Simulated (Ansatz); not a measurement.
All-electron LAPW in Ansatz 0.2.0 under LDA, scalar-relativistic, energies extrapolated to zero smearing. Slabs are 1×1 cells cut from bulk crystals relaxed on PAW files, with atoms then relaxed, 16 to 20 Å of vacuum, a dipole correction, k spacings of 0.16 to 0.26 Å⁻¹ and smearing of 0.02 to 0.1 eV, without spin–orbit coupling or spin polarisation. The bulk type named needn't be the stable one, and no reconstruction is allowed.

(1) Order these slabs by surface energy, lowest first.
A. fcc Au (111), 5 layers
B. fcc Rh (100), 4 layers
C. hcp Ti (10-10), 6 layers
D. fcc Ir (110), 5 layers
E. bcc Nb (111), 5 layers

## Answers

(1) A (1.15 J/m²), C (2.28 J/m²), E (2.76 J/m²), B (3.12 J/m²), D (3.53 J/m²).
